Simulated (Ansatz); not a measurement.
This run works on a generated trial structure, not on a known crystal.

Input and command of a plane-wave DFT calculation in Ansatz:

```yaml
crystal:
  lattice:
    - [-3.22662378, 3.22662378, 3.22662378]
    - [3.22662378, -3.22662378, 3.22662378]
    - [3.22662378, 3.22662378, -3.22662378]
  atoms:
    - { symbol: Ca, position: [0.5, 0.5, 0.5] }
    - { symbol: Ca, position: [0.0, 0.0, 0.5] }
    - { symbol: Ca, position: [0.0, 0.5, 0.0] }
    - { symbol: Ca, position: [0.5, 0.0, 0.0] }
    - { symbol: Dy, position: [0.0, 0.0, 0.0] }
basis:
  ecutwfc: 630
kpoints:
  mp_grid: { grid: [4, 4, 4] }
hamiltonian:
  xc: pbe
  pseudopotentials:
    kind: paw
    azcp: { Dy: "pseudopotentials/pbe/nc/lanthanide_3plus/Dy.nc.azcp" }
scf:
  occupations: { method: gaussian, width: 0.2 }
  lower_state_search: "off"
output:
  forces: true
  stress: true
  eigenvalues: true
relax:
  adjacent_minimum: "off"
  f_tol: 0.08
  max_steps: 16
  cell: { stress_tol: 0.8 }
```

```bash
ansatz run input.yaml --threads 1 --pin off --max-ram 2816MiB --backend cpu --events-out ev --progress --plain --runs-dir out
```

Processor: Arm Neoverse N1, 1 thread, on a host shared with other jobs.

Question: Estimate time, memory and problem size.

Answer: About 77 s, peak memory 0.52 GiB. It solves 31 bands at 8 k points (after reduction by symmetry) with about 8589 plane waves (on the last cell), in 52 SCF iterations over 8 ionic steps.

With its 4f electrons in the core of a norm-conserving potential, the lanthanide is trivalent by construction, without f bands, f moments or other valences.
